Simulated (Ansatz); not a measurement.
An Ansatz (a program for electronic structure) run. Input:

Ansatz 0.2 input:
```yaml
crystal:
  lattice:
    - [6.9216085021, 0.0, 0.0]
    - [0.0, 6.9216085021, 0.0]
    - [0.0, 0.0, 4.0095788772]
  atoms:
    - { symbol: Ga, position: [0.3243857098, 0.6756142901, 0.0] }
    - { symbol: Ga, position: [0.6756142901, 0.3243857098, 0.0] }
    - { symbol: Ga, position: [0.8243857099, 0.8243857099, 0.5] }
    - { symbol: Ga, position: [0.1756142901, 0.1756142901, 0.5] }
    - { symbol: As, position: [0.3171976444, 0.3171976444, 0.0] }
    - { symbol: As, position: [0.6828023556, 0.6828023556, 0.0] }
    - { symbol: As, position: [0.1828023556, 0.8171976444, 0.5] }
    - { symbol: As, position: [0.8171976444, 0.1828023556, 0.5] }
kpoints:
  mp_grid: { grid: [4, 4, 7] }
hamiltonian:
  xc: r2scan
  pseudopotentials: { kind: paw }
scf:
  occupations: { method: fixed }
checkpoint: { read: static.run }
output: { bader: true, populations: true }
```

Output (shortened):

```
Pseudopotential: Ga, paw, valence charge 13
Pseudopotential: As, paw, valence charge 15
Functional definition: r2SCAN
Crystal: 8 atoms, lattice volume = 192.094 Å³
Basis set: ecut = 500 eV, 4879 PW (Γ), exchange–correlation on 216×216×120 points (64 copies of the dense FFT grid, shifted against one another)
Bands: 68, of which v1, the nominal top of the filled ones, is band 56 counted from 1 (55 counted from 0)
Symmetry: 16 space group operations
Space group: P42/mnm (ITA 136), of the structure as read, at distance tolerance 5.8e-5 Å
k-points: 24 of 112
Stability of the state it starts from, as read at its close in the unpolarized treatment …
iter 1 solved again at ethr=1.61e-7 eV; its pass at ethr=3.10e-3 eV (dr2=1.80e-4 eV) is discarded
SCF iter   1: F=—  HF=-34622.336155 eV  |F-HF|=—  |Δ(HF+E_count)|=         —  Δρ=1.82e-6  dr2=3.30e-9  dr2_τ=4.29e-11  ethr=1.61e-7  ⟨swp⟩=2.0  Hψ=8274  notcnv=0  defer=238
preconditioner: auto → Resta (q_TF=auto, 2.494 Å⁻¹)
SCF iter   2: F=—  HF=-34622.336199 eV  |F-HF|=—  |Δ(HF+E_count)|=   4.41e-5  Δρ=1.43e-6  dr2=2.25e-9  dr2_τ=6.41e-11  ethr=2.94e-12  ⟨swp⟩=10.2  Hψ=7504  notcnv=0
SCF iter   3: F=-34622.336199 eV  HF=-34622.336199 eV  |F-HF|=1.03e-9  |Δ(HF+E_count)|=   1.74e-9  Δρ=7.27e-7  dr2=5.79e-10  dr2_τ=1.01e-11  ethr=2.01e-12  ⟨swp⟩=1.0  Hψ=3812  notcnv=0
SCF 1 converged in 3 iterations: F = -34622.336199 eV  dr2 = 5.79e-10
SCF converged after 3 iterations
Free energy (F): -34622.336199 eV
Harris-Foulkes:  -34622.336199 eV  (|F-HF|=1.03e-9)
Internal energy: -34622.336199 eV  (E = F + TS)
E sigma→0 (E₀):  -34622.336199 eV
Fermi energy:    7.171577 eV
--- Per-component energies (eV) ---
  E_band       = -1406.414666
  E_kinetic    = 873.135218
  E_local      = -16508.874670  (includes V_loc(G=0)·N_el)
  E_nonlocal   = -971.640053
  E_hartree    = 8283.900750
  E_xc         = -545.543585
  E_vxc        = -574.589119  (∫ρ·V_xc dr)
  E_paw        = -15407.941066  (= ΣΔE_a)
  E_vpaw       = -822.424318  (= ΣTr[D̂ρ^β])
  E_aug_tail   = -0.000184  (compensation charges beyond the density's cutoff)
  E_vtau       = 30.179665  (kinetic-family band-sum trace: ∫τ·v_τ [+ j·A + Jᵃ·Aᵃ] dr)
  E_ewald      = -10336.930698
  E_core_change = -8.441910  (= ΣΔE_core)
  E_smearing   =  0.000000  (= −TS)
  E_closure    = 0.000000  (closes the sum)
  Σ components = -34622.336199   (vs F -34622.336199, Δ=0.00e0)
  [band-id]    e_kinetic+e_local+e_nonlocal+2·e_hartree+e_vxc+e_vpaw+e_augmentation_tail+e_vtau = -1406.411961   (vs E_band -1406.414666, Δ=2.71e-3)
--- Band table (eV; the first three rows and the last of 24) ---
  k-point 0: bands = ["-28.5829", "-28.5820", "-28.5817", "-28.5817", "-28.5777", "-28.5771", "-28.5758", "-28.5758", "-28.5754", "-28.5754", "-28.5754", "-28.5742", "-28.5647", "-28.5647", "-28.5631", "-28.5631", "-28.5601", "-28.5595", "-28.5595", …
  k-point 1: bands = ["-28.5830", "-28.5822", "-28.5818", "-28.5818", "-28.5774", "-28.5769", "-28.5758", "-28.5758", "-28.5753", "-28.5751", "-28.5751", "-28.5743", "-28.5647", "-28.5647", "-28.5631", "-28.5631", "-28.5601", "-28.5596", "-28.5596", …
  k-point 2: bands = ["-28.5831", "-28.5825", "-28.5820", "-28.5820", "-28.5768", "-28.5764", "-28.5758", "-28.5758", "-28.5752", "-28.5745", "-28.5745", "-28.5745", "-28.5645", "-28.5645", "-28.5631", "-28.5631", "-28.5601", "-28.5597", "-28.5597", …
  k-point 23: bands = ["-28.5830", "-28.5830", "-28.5823", "-28.5823", "-28.5761", "-28.5761", "-28.5757", "-28.5757", "-28.5748", "-28.5748", "-28.5740", "-28.5740", "-28.5644", "-28.5644", "-28.5630", "-28.5630", "-28.5599", "-28.5599", "-28.5598", …
--- Löwdin populations: 8 sites ---
  site symbol       q [e]
     0     Ga     12.8802
     1     Ga     12.8802
     2     Ga     12.8802
     3     Ga     12.8802
     4     As     15.0713
     5     As     15.0713
     6     As     15.0713
     7     As     15.0713
  spilling = 0.001732 (of n_electrons = 112.000000)
--- Bader charges: 8 sites ---
  site symbol  charge [e]  shift [e]
     0     Ga      0.7719     0.0004
     1     Ga      0.7719     0.0004
     2     Ga      0.7719     0.0004
     3     Ga      0.7719     0.0004
     4     As     -0.7719     0.0004
     5     As     -0.7719     0.0004
     6     As     -0.7719     0.0004
     7     As     -0.7719     0.0004
  shift: an alarm, by how much a part of what the PAW files miss would move the charge. Where it is large, compare
  with a run on PAW files of another source; a small one proves nothing
  estimated error of the sums over rays = 4.3e-4 e
```

Cost: very roughly 2.4 core-minutes on shared cores.

Space group P4_2/mnm. The start of the workflow was typed in or built on a structure type; neither database checked (COD, Materials Project) lists it. It is not the phase usual at ambient conditions (space group No. 216). The r²SCAN relaxation kept the symmetry of its start; its stability against distortions is not shown here. The volume moved by 17 % from the start of the relaxation. Spin–orbit coupling is left out wherever it is not named.

Potentials: the later of the program's two PAW sets.

Ansatz is a plane-wave DFT program.
